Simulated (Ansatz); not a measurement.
MgH$_{2}$ (rutile)

```cif
data_H4Mg2
_chemical_formula_sum 'Mg2 H4'
_space_group_name_H-M_alt 'P42/mnm'
_space_group_IT_number 136
_space_group_name_Hall '-P 4n 2n'
_cell_length_a 4.48445
_cell_length_b 4.48445
_cell_length_c 2.99665
_cell_angle_alpha 90.000
_cell_angle_beta 90.000
_cell_angle_gamma 90.000
loop_
_atom_site_label
_atom_site_type_symbol
_atom_site_symmetry_multiplicity
_atom_site_Wyckoff_symbol
_atom_site_fract_x
_atom_site_fract_y
_atom_site_fract_z
_atom_site_occupancy
Mg1 Mg 2 a 0.00000 0.00000 0.00000 1
H1 H 4 f 0.30467 0.30467 0.00000 1
```

Equation-of-state scan: isotropic scaling of the cell above, V₀ being its volume. The atoms relax within the cell's symmetry.

All values below come from r2SCAN (plane waves to 500 eV, PAW, scalar-relativistic; Ansatz, a first-principles code). k mesh 8×8×11 (Γ-centred), Fermi-Dirac smearing 0.05 eV. Energies are smeared free energies. Compression counts positive. MgH2 was relaxed with its symmetry unable to fall. The zero of ΔE is the relaxed starting cell.

```csv
V (Å³/cell),ΔE (meV/atom),P (GPa)
50.62,56.0,12.7
53.03,(withheld),(withheld)
55.44,12.2,5.2
57.85,2.9,2.4
60.26,0.0,0.0
62.67,(withheld),-2.0
65.08,9.7,-3.6
67.50,20.6,-5.0
69.91,(withheld),-6.2
```

What belongs in the gaps?


- 53.03, ΔE (meV/atom): 29.4
- 53.03, P (GPa): 8.6
- 62.67, ΔE (meV/atom): 2.6
- 69.91, ΔE (meV/atom): 34.7

(A scan under strain: stresses follow from slopes of the energy per volume, elastic moduli from its curvatures.)
